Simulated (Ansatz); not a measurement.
WC:
```cif
data_C3W3
_chemical_formula_sum 'W3 C3'
_space_group_name_H-M_alt 'P 1'
_space_group_IT_number 1
_cell_length_a 4.20438
_cell_length_b 4.20438
_cell_length_c 4.20438
_cell_angle_alpha 90.000
_cell_angle_beta 90.000
_cell_angle_gamma 90.000
loop_
_space_group_symop_operation_xyz
  'x, y, z'
loop_
_atom_site_label
_atom_site_type_symbol
_atom_site_fract_x
_atom_site_fract_y
_atom_site_fract_z
_atom_site_occupancy
W1 W 0.00000 0.50000 0.50000 1
W2 W 0.50000 0.00000 0.50000 1
W3 W 0.50000 0.50000 0.00000 1
C1 C 0.50000 0.00000 0.00000 1
C2 C 0.00000 0.50000 0.00000 1
C3 C 0.00000 0.00000 0.50000 1
```

Relaxed with r²SCAN.

**Question.** Tabulate the valence density and the electron localisation function along the shortest W–C contact (2.10 Å), plane-wave PAW r²SCAN (Ansatz code).

**Answer.** 

| distance from W (Å) | density (e/Å³) | ELF |
|---|---|---|
| 0.21 | 5.58 | 0.22 |
| 0.32 | 5.82 | 0.45 |
| 0.42 | 5.51 | 0.64 |
| 0.53 | 4.61 | 0.70 |
| 0.63 | 3.40 | 0.68 |
| 0.74 | 2.24 | 0.57 |
| 0.84 | 1.41 | 0.40 |
| 0.95 | 0.95 | 0.28 |
| 1.05 | 0.79 | 0.29 |
| 1.16 | 0.78 | 0.46 |
| 1.26 | 0.87 | 0.67 |
| 1.37 | 1.05 | 0.80 |
| 1.47 | 1.29 | 0.83 |
| 1.58 | 1.55 | 0.79 |
| 1.68 | 1.75 | 0.66 |
| 1.79 | 1.79 | 0.39 |
| 1.89 | 1.67 | 0.14 |

The density is the valence pseudo-density with augmentation charge, so density and ELF within about 1 Å of a nucleus are not all-electron values.

Space group Pm-3m. The start of the workflow was typed in or built on a structure type; neither database checked (COD, Materials Project) lists it. It is not the phase usual at ambient conditions (space group No. 187). The cell was relaxed with r²SCAN under the symmetry of its start; whether a distortion lowers the energy is not shown. No spin polarisation was allowed. Its formation energy is positive at this level, so the cell may be metastable or incomplete. Scalar-relativistic: spin–orbit coupling is off unless named, which matters more the heavier the elements.

Potentials: the earlier of the program's two PAW sets.
